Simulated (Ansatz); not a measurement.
Ca₃BiN:
Space group Pm-3m (No. 221); a = 4.844 Å, b = 4.844 Å, c = 4.844 Å, α = 90.00°, β = 90.00°, γ = 90.00°

```tsv
atom	site	symmetry	x	y	z
Ca	3c	4/mm.m	0.0000	0.5000	0.5000
Bi	1a	m-3m	0.0000	0.0000	0.0000
N	1b	m-3m	0.5000	0.5000	0.5000
```

This is the PBEsol-relaxed structure.

Task: All from the program Ansatz at the PBEsol level (PAW), unless another level is named. Predict the Debye temperature from the elastic constants.

Result: 369 K.

Task: Give the elastic constants (relaxed ions, GPa).

Result: C11 = 126, C12 = 25.7, C44 = 51.7.

The first step of the workflow began from a Materials Project structure, measured or hypothetical; the Crystallography Open Database files this formula in space group No. 221, but the cells were not matched. Whether it is the stable phase at ambient conditions was not checked. The cell was relaxed with PBEsol under the symmetry of its start; whether a distortion lowers the energy is not shown. Scalar-relativistic: spin–orbit coupling is off unless named, which matters more the heavier the elements.

Potentials: the later of the program's two PAW sets.
